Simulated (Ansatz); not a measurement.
Starting cell, CaO (rock salt):

```xyz
4
Lattice="0.0000 4.8307 4.8307 2.4153 2.4153 4.8307 2.4153 2.4153 0.0000" Properties=species:S:1:pos:R:3 pbc="T T T"
O      0.0000     0.0000     0.0000
O      2.4153     4.8307     7.2460
Ca     2.4153     7.2460     7.2460
Ca     2.4153     4.8307     4.8307
```

The atoms are displaced by Q × the pattern below (from a DFPT mode at X = (0.5, 0.5, 0.0), largest move 1; Q in Å), at fixed cell. (q is in reciprocal vectors of the primitive cell; the cell shown is doubled to hold the pattern.)

```csv
atom,x,y,z
O1,0.000,0.000,-0.592
O2,0.000,0.000,0.592
Ca3,0.000,0.000,1.000
Ca4,0.000,0.000,-1.000
```

The numbers are results of PBE (plane waves to 420 eV, PAW, scalar-relativistic; Ansatz, a quantum-chemistry and plane-wave program), not measurements. k mesh 12×12×12 (Γ-centred), Fermi-Dirac smearing 0.05 eV. Energies are smeared free energies. CaO was relaxed with its symmetry unable to fall. The zero of ΔE is the undisplaced structure.

```
Q (Å)   ΔE (meV/cell)
------  -------------
-0.180            481
-0.120            198
-0.060             47
0.000               0
0.060              47
0.120             198
0.180             481
```

Problem. Which DFPT wavenumber at X = (0.5, 0.5, 0.0) belongs to this mode?
(A) 278 cm⁻¹
(B) 198 cm⁻¹
(C) 383 cm⁻¹

Solution. A, 278 cm⁻¹. The curvature of the scan gives 278 cm⁻¹

(A displaced cell: forces are minus the slopes of the energy, force constants its curvatures, and phonons follow from these.)
